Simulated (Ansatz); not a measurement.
TiC (rock salt, space group No. 225), a = 4.2932 Å, b = 4.2932 Å, c = 4.2932 Å, α = 90.00°, β = 90.00°, γ = 90.00°; the cell used has 2 atoms.

This is the PBEsol-relaxed structure.

All from plane-wave PAW PBEsol (Ansatz code), unless another level is named. Give the Debye temperature from the elastic constants.

941 K.

Next, the elastic constants (relaxed ions, GPa)?

C11 = 555, C12 = 123, C44 = 173.

Space group Fm-3m (rock salt). The cell was relaxed with PBEsol under the symmetry of its start; of distortions, only those at the zone centre were tested. The run is not spin-polarised. As this level gives no gap, shear constants depend on the k-mesh and smearing (Fermi–Dirac, 0.1 eV here).

Potentials: the later of the program's two PAW sets.
